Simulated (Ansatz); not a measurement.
Input and command of a plane-wave DFT calculation in Ansatz:

```yaml
crystal:
  lattice:
    - [3.1889304, 0.0, 0.0]
    - [-1.5944652, 2.76169474, 0.0]
    - [0.0, 0.0, 5.19235725]
  atoms:
    - { symbol: Ga, position: [0.66666667, 0.33333333, 0.49908371] }
    - { symbol: Ga, position: [0.33333333, 0.66666667, 0.99908371] }
    - { symbol: "N", position: [0.66666667, 0.33333333, 0.87591629] }
    - { symbol: "N", position: [0.33333333, 0.66666667, 0.37591629] }
basis:
  ecutwfc: 500
kpoints:
  mp_grid: { grid: [12, 12, 6] }
hamiltonian:
  xc: r2scan
scf:
  occupations: { method: gaussian, width: 0.02 }
output:
  forces: true
  stress: true
  eigenvalues: true
relax:
  adjacent_minimum: "off"
  f_tol: 0.005
  max_steps: 80
  cell: { stress_tol: 0.05 }
```

```bash
ansatz run input.yaml --threads 8 --pin off --max-ram 20480MiB --backend cpu --events-out ev --progress --plain --runs-dir out
```

Processor: Intel(R) Xeon(R) Processor @ 2.50GHz (Skylake/Cascade Lake), 8 threads, on a host shared with other jobs.

Q: How long does it run, and how much memory does it take?

A: About 19 s on 8 threads of Intel(R) Xeon(R) Processor @ 2.50GHz (Skylake/Cascade Lake), on a shared host, peak memory 0.63 GiB. It solves 22 bands at 76 k points (the mesh reduced by the symmetry that the task leaves, which can be less than the crystal's) with about 1129 plane waves (on the last cell), in 23 SCF iterations over 4 ionic steps.
